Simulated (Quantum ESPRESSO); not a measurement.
# Mo4S6Se2: finding a planted mistake in a log

Computed values, not a measurement. The program is pw.x of Quantum ESPRESSO 7.5 (plane-wave density functional theory). The cell is made up: 12 atoms on a layered 2H lattice, with randomly drawn elements, strain and displacements, not relaxed. PseudoDojo standard norm-conserving files (v0.5 for PBE, v0.4.1 for LDA and PBEsol) set the functional; there is no spin polarisation, spin-orbit coupling or dispersion term, and the masses in the input are unused placeholders.

Intended input:

```
&control calculation='scf', pseudo_dir='./dojo.nc.sr.pbe.v0_5.standard.upf', outdir='./o', disk_io='medium', tprnfor=.true., tstress=.true. /
&system ibrav=0, nat=12, ntyp=3, nbnd=68, ecutwfc=85.99341389, nosym=.true., tot_charge=0,
 occupations='smearing', smearing='fd', degauss=0.0018374661
/
&electrons conv_thr=7.350e-09, electron_maxstep=60, /
ATOMIC_SPECIES
Mo 1.0 Mo.upf
S 1.0 S.upf
Se 1.0 Se.upf
CELL_PARAMETERS angstrom
3.2281 -0.049 -0.0012
-0.0848 5.592 -0.0565
-0.0046 -0.1297 12.7686
ATOMIC_POSITIONS angstrom
Mo -0.0383 1.8023 3.1546
Mo 1.7487 0.8923 9.4737
Mo 1.5326 4.6179 3.1302
Mo 0.0362 3.6646 9.512
S -0.0646 1.7938 7.9572
S -0.0007 1.8058 11.0971
Se 1.4779 0.9441 1.6038
S 1.6672 0.7652 4.8849
S 1.4083 4.5956 7.9021
Se 1.5195 4.4803 11.021
S 0.0578 3.7298 1.6848
S -0.1003 3.5997 4.6835
K_POINTS automatic
7 4 2 1 1 1
```

The log is shortened where brackets say so; the opening notice, blank lines, dates and the lines on written files are dropped, and the path of the files is cut. It prints rydbergs, bohrs and kilobars, and counts compression as positive stress.

Log of the intended run:

```
     Program PWSCF v.7.5
     Parallel version (MPI & OpenMP), running on       1 processor cores
     Number of MPI processes:                 1
     Threads/MPI process:                     1
     [start-up lines left out]
     bravais-lattice index     =            0
     lattice parameter (alat)  =       6.1009  a.u.
     unit-cell volume          =    1554.9247 (a.u.)^3
     number of atoms/cell      =           12
     number of atomic types    =            3
     number of electrons       =       124.00
     number of Kohn-Sham states=           68
     kinetic-energy cutoff     =      85.9934  Ry
     charge density cutoff     =     343.9737  Ry
     scf convergence threshold =      7.3E-09
     mixing beta               =       0.7000
     number of iterations used =            8  plain     mixing
     Exchange-correlation= PBE
                           (   1   4   3   4   0   0   0)
     [axes and pseudopotential details left out]
   Cartesian axes
     site n.     atom                  positions (alat units)
         1        Mo     tau(   1) = (  -0.0118632   0.5582517   0.9771186  )
         2        Mo     tau(   2) = (   0.5416494   0.2763846   2.9344221  )
         3        Mo     tau(   3) = (   0.4747137   1.4303670   0.9695608  )
         4        Mo     tau(   4) = (   0.0112127   1.1350880   2.9462853  )
         5        S      tau(   5) = (  -0.0200095   0.5556189   2.4646953  )
         6        S      tau(   6) = (  -0.0002168   0.5593358   3.4372606  )
         7        Se     tau(   7) = (   0.4577707   0.2924294   0.4967675  )
         8        S      tau(   8) = (   0.5164053   0.2370161   1.5130687  )
         9        S      tau(   9) = (   0.4362125   1.4234597   2.4476284  )
        10        Se     tau(  10) = (   0.4706561   1.3877462   3.4136891  )
        11        S      tau(  11) = (   0.0179032   1.1552833   0.5218568  )
        12        S      tau(  12) = (  -0.0310673   1.1149856   1.4506862  )
     number of k points=    28  Fermi-Dirac smearing, width (Ry)=  0.0018
                       cart. coord. in units 2pi/alat
        k(    1) = (   0.0725826   0.0739144   0.0639881), wk =   0.0714286
        k(    2) = (   0.0725161   0.0726359  -0.0624472), wk =   0.0714286
     [further k points left out]
     Dense  grid:   167495 G-vectors     FFT dimensions: (  40,  64, 144)
     Estimated max dynamical RAM per process >     288.36 MB
     Initial potential from superposition of free atoms
     starting charge     123.9939, renormalised to     124.0000
     Starting wfcs are   82 randomized atomic wfcs
     total cpu time spent up to now is       32.9 secs
     per-process dynamical memory:   170.6 Mb
     Self-consistent Calculation
     iteration #  1     ecut=    85.99 Ry     beta= 0.70
     Davidson diagonalization with overlap
     ethr =  1.00E-02,  avg # of iterations =  2.0
     total cpu time spent up to now is      120.3 secs
     total energy              =   -1178.76751304 Ry
     estimated scf accuracy    <       1.72061938 Ry
     iteration #  2     ecut=    85.99 Ry     beta= 0.70
     Davidson diagonalization with overlap
     ethr =  1.39E-03,  avg # of iterations =  7.1
     total cpu time spent up to now is      245.6 secs
     total energy              =   -1176.42836168 Ry
     estimated scf accuracy    <      26.61897429 Ry
     [iterations 3 to 18 left out]
     iteration # 19     ecut=    85.99 Ry     beta= 0.70
     Davidson diagonalization with overlap
     ethr =  3.67E-11,  avg # of iterations =  4.4
     total cpu time spent up to now is     1432.7 secs
     total energy              =   -1179.80090881 Ry
     estimated scf accuracy    <       0.00000002 Ry
     iteration # 20     ecut=    85.99 Ry     beta= 0.70
     Davidson diagonalization with overlap
     ethr =  1.57E-11,  avg # of iterations =  3.0
     total cpu time spent up to now is     1498.7 secs
     End of self-consistent calculation
     [lines on levels left out]
!    total energy              =   -1179.80090882 Ry
     estimated scf accuracy    <          1.4E-09 Ry
     smearing contrib. (-TS)   =      -0.00000000 Ry
     internal energy E=F+TS    =   -1179.80090882 Ry
     The total energy is F=E-TS. E is the sum of the following terms:
     one-electron contribution =    -747.95454233 Ry
     hartree contribution      =     419.11836552 Ry
     xc contribution           =    -217.35273575 Ry
     ewald contribution        =    -633.61199626 Ry
     convergence has been achieved in  20 iterations
     Forces acting on atoms (cartesian axes, Ry/au):
     atom    1 type  1   force =    -0.02895920    0.02697378    0.14696440
     atom    2 type  1   force =    -0.12962504   -0.02886750    0.04311279
     atom    3 type  1   force =     0.05354012   -0.02400110    0.10389382
     atom    4 type  1   force =    -0.13851016   -0.06745798   -0.12240380
     atom    5 type  2   force =     0.07494413    0.02011807   -0.03072527
     atom    6 type  2   force =     0.03714602   -0.00373126   -0.01642088
     atom    7 type  3   force =     0.05311851   -0.04081456   -0.11217134
     atom    8 type  2   force =    -0.01896416    0.02840170   -0.07006370
     atom    9 type  2   force =     0.07238705    0.00133854   -0.00397066
     atom   10 type  3   force =     0.08347168    0.07779853    0.13147901
     atom   11 type  2   force =    -0.06865345   -0.02802922   -0.06788412
     atom   12 type  2   force =     0.01010450    0.03827100   -0.00181027
     Total force =     0.417887     Total SCF correction =     0.000163
     Computing stress (Cartesian axis) and pressure
          total   stress  (Ry/bohr**3)                   (kbar)     P=       48.86
   0.00030661   0.00025657  -0.00004739           45.10       37.74       -6.97
   0.00025657   0.00013367   0.00035771           37.74       19.66       52.62
  -0.00004739   0.00035771   0.00055614           -6.97       52.62       81.81
     init_run     :     31.20s CPU     32.71s WALL (       1 calls)
     electrons    :   1440.05s CPU   1465.86s WALL (       1 calls)
     forces       :     10.65s CPU     10.78s WALL (       1 calls)
     stress       :     43.96s CPU     45.35s WALL (       1 calls)
     [timing details left out]
     PWSCF        :  25m26.19s CPU  25m55.58s WALL
     JOB DONE.
```

A second run was made from an input with one planted mistake. Its log:

```
     Program PWSCF v.7.5
     Parallel version (MPI & OpenMP), running on       4 processor cores
     Number of MPI processes:                 4
     Threads/MPI process:                     1
     [start-up lines left out]
     bravais-lattice index     =            0
     lattice parameter (alat)  =       6.1009  a.u.
     unit-cell volume          =    1554.9247 (a.u.)^3
     number of atoms/cell      =           12
     number of atomic types    =            3
     number of electrons       =       124.00
     number of Kohn-Sham states=           68
     kinetic-energy cutoff     =      85.9934  Ry
     charge density cutoff     =     343.9737  Ry
     scf convergence threshold =      7.3E-09
     mixing beta               =       0.7000
     number of iterations used =            8  plain     mixing
     Exchange-correlation= PBE
                           (   1   4   3   4   0   0   0)
     [axes and pseudopotential details left out]
   Cartesian axes
     site n.     atom                  positions (alat units)
         1        Mo     tau(   1) = (  -0.0118632   0.5582517   0.9771186  )
         2        Mo     tau(   2) = (   0.5416494   0.2763846   2.9344221  )
         3        Mo     tau(   3) = (   0.4747137   1.4303670   0.9695608  )
         4        Mo     tau(   4) = (   0.0112127   1.1350880   2.9462853  )
         5        S      tau(   5) = (  -0.0200095   0.5556189   2.4646953  )
         6        S      tau(   6) = (  -0.0002168   0.5593358   3.4372606  )
         7        Se     tau(   7) = (   0.4577707   0.2924294   0.4967675  )
         8        S      tau(   8) = (   0.5164053   0.2370161   1.5130687  )
         9        Se     tau(   9) = (   0.4362125   1.4234597   2.4476284  )
        10        S      tau(  10) = (   0.4706561   1.3877462   3.4136891  )
        11        S      tau(  11) = (   0.0179032   1.1552833   0.5218568  )
        12        S      tau(  12) = (  -0.0310673   1.1149856   1.4506862  )
     number of k points=    28  Fermi-Dirac smearing, width (Ry)=  0.0018
                       cart. coord. in units 2pi/alat
        k(    1) = (   0.0725826   0.0739144   0.0639881), wk =   0.0714286
        k(    2) = (   0.0725161   0.0726359  -0.0624472), wk =   0.0714286
     [further k points left out]
     Dense  grid:   167495 G-vectors     FFT dimensions: (  40,  64, 144)
     Estimated max dynamical RAM per process >     440.44 MB
     Estimated total dynamical RAM >       1.60 GB
     Initial potential from superposition of free atoms
     starting charge     123.9939, renormalised to     124.0000
     Starting wfcs are   82 randomized atomic wfcs
     total cpu time spent up to now is        6.0 secs
     per-process dynamical memory:   325.2 Mb
     Self-consistent Calculation
     iteration #  1     ecut=    85.99 Ry     beta= 0.70
     Davidson diagonalization with overlap
     ethr =  1.00E-02,  avg # of iterations =  2.0
     total cpu time spent up to now is       17.7 secs
     total energy              =   -1178.78710087 Ry
     estimated scf accuracy    <       1.70719001 Ry
     iteration #  2     ecut=    85.99 Ry     beta= 0.70
     Davidson diagonalization with overlap
     ethr =  1.38E-03,  avg # of iterations =  6.6
     total cpu time spent up to now is       35.7 secs
     total energy              =   -1176.74210855 Ry
     estimated scf accuracy    <      23.43708553 Ry
     [iterations 3 to 19 left out]
     iteration # 20     ecut=    85.99 Ry     beta= 0.70
     Davidson diagonalization with overlap
     ethr =  1.84E-11,  avg # of iterations =  2.4
     total cpu time spent up to now is      247.4 secs
     total energy              =   -1179.80832910 Ry
     estimated scf accuracy    <          9.5E-09 Ry
     iteration # 21     ecut=    85.99 Ry     beta= 0.70
     Davidson diagonalization with overlap
     ethr =  7.65E-12,  avg # of iterations =  3.6
     total cpu time spent up to now is      258.3 secs
     End of self-consistent calculation
     [lines on levels left out]
!    total energy              =   -1179.80832910 Ry
     estimated scf accuracy    <          5.7E-10 Ry
     smearing contrib. (-TS)   =      -0.00000000 Ry
     internal energy E=F+TS    =   -1179.80832910 Ry
     The total energy is F=E-TS. E is the sum of the following terms:
     one-electron contribution =    -704.71217109 Ry
     hartree contribution      =     397.51014444 Ry
     xc contribution           =    -217.34954073 Ry
     ewald contribution        =    -655.25676171 Ry
     convergence has been achieved in  21 iterations
     Forces acting on atoms (cartesian axes, Ry/au):
     atom    1 type  1   force =    -0.02878056    0.02693911    0.14699651
     atom    2 type  1   force =    -0.12617309   -0.01414154    0.10596202
     atom    3 type  1   force =     0.05336578   -0.02390484    0.10396343
     atom    4 type  1   force =    -0.14251489   -0.05890732    0.04395208
     atom    5 type  2   force =     0.07389292    0.02326749   -0.03399846
     atom    6 type  2   force =     0.03875188   -0.00501287   -0.01957178
     atom    7 type  3   force =     0.05302407   -0.04112918   -0.11324404
     atom    8 type  2   force =    -0.01892174    0.02875792   -0.07042484
     atom    9 type  3   force =     0.09668701   -0.00181345   -0.11055506
     atom   10 type  2   force =     0.05916102    0.05585517    0.01751839
     atom   11 type  2   force =    -0.06856871   -0.02796901   -0.06837963
     atom   12 type  2   force =     0.01007631    0.03805853   -0.00221863
     Total force =     0.403986     Total SCF correction =     0.000119
     Computing stress (Cartesian axis) and pressure
          total   stress  (Ry/bohr**3)                   (kbar)     P=       47.38
   0.00025144   0.00027224  -0.00013465           36.99       40.05      -19.81
   0.00027224   0.00016242   0.00031028           40.05       23.89       45.64
  -0.00013465   0.00031028   0.00055243          -19.81       45.64       81.26
     init_run     :      5.65s CPU      5.87s WALL (       1 calls)
     electrons    :    247.32s CPU    252.29s WALL (       1 calls)
     forces       :      2.11s CPU      2.16s WALL (       1 calls)
     stress       :      6.83s CPU      7.00s WALL (       1 calls)
     [timing details left out]
     PWSCF        :   4m22.07s CPU   4m27.58s WALL
     JOB DONE.
```

Question: what was wrong in the second input?

Answer: two atoms have their elements exchanged. The input lines that differ, file-writing options aside:

```
- S 1.4083 4.5956 7.9021
+ Se 1.4083 4.5956 7.9021
- Se 1.5195 4.4803 11.021
+ S 1.5195 4.4803 11.021
```

```
                                            intended run  run with the mistake
                          free energy (eV)    -16052.009            -16052.110
                    smearing term -TS (eV)        0.0000                0.0000
                            pressure (GPa)          4.89                  4.74
            largest force component (eV/Å)         3.779                 3.779
largest change of a force component (eV/Å)                               4.277
                                iterations            20                    21
```

For scale, a rerun of the intended cell at 1467 eV and a 9 x 6 x 4 mesh moved values by no more than 0.002 eV in energy, 0.02 GPa in stress and 0.002 eV/Å in force.